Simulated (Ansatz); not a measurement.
**Li: clamped-ion strain scan**

Level of theory: DFT r2SCAN, scalar-relativistic, plane waves, PAW in Ansatz 0.2.0. Settings: plane waves to 500 eV, k-mesh 18×18×10 (Γ-centred), Gaussian smearing 0.15 eV. No spin polarisation. Energies are free energies at this smearing, counted from the undisturbed cell; pressure is positive in compression.

Reference structure (as given, not relaxed at this level; it stands at -0.2 GPa; this form isn't the usual structure):

```
Li
1.0
     3.11100    0.00000    0.00000
    -1.55550    2.69421    0.00000
     0.00000    0.00000    5.09300
Li
2
Direct
  0.33333 0.66667 0.25000
  0.66667 0.33333 0.75000
```

The cell is strained by ε times the Voigt pattern (0, 1, 0, 0, 0, 0) (xx, yy, zz, yz, xz, xy; engineering shear) with fractional coordinates fixed. The cell is metallic on the mesh throughout.

```
      ε  ΔE (meV/atom) stress summed along the pattern (GPa, tension positive) pressure (GPa)
-0.0400            1.5                                                    -0.79             0.3
-0.0300              ?                                                        ?             0.2
-0.0200            0.0                                                    -0.27             0.0
-0.0100           -0.1                                                        ?               ?
 0.0000            0.0                                                     0.23            -0.2
 0.0100            0.5                                                     0.48            -0.3
 0.0200            1.3                                                     0.71            -0.4
 0.0300            2.4                                                     0.92            -0.6
 0.0350              ?                                                        ?            -0.6
 0.0400            3.7                                                     1.13            -0.7
```

(1) Give the withheld values.

## Answers

(1) ΔE (meV/atom) at ε = -0.0300: 0.6; stress summed along the pattern (GPa, tension positive) at ε = -0.0300: -0.53; stress summed along the pattern (GPa, tension positive) at ε = -0.0100: -0.02; pressure (GPa) at ε = -0.0100: -0.1; ΔE (meV/atom) at ε = 0.0350: 3.0; stress summed along the pattern (GPa, tension positive) at ε = 0.0350: 1.03.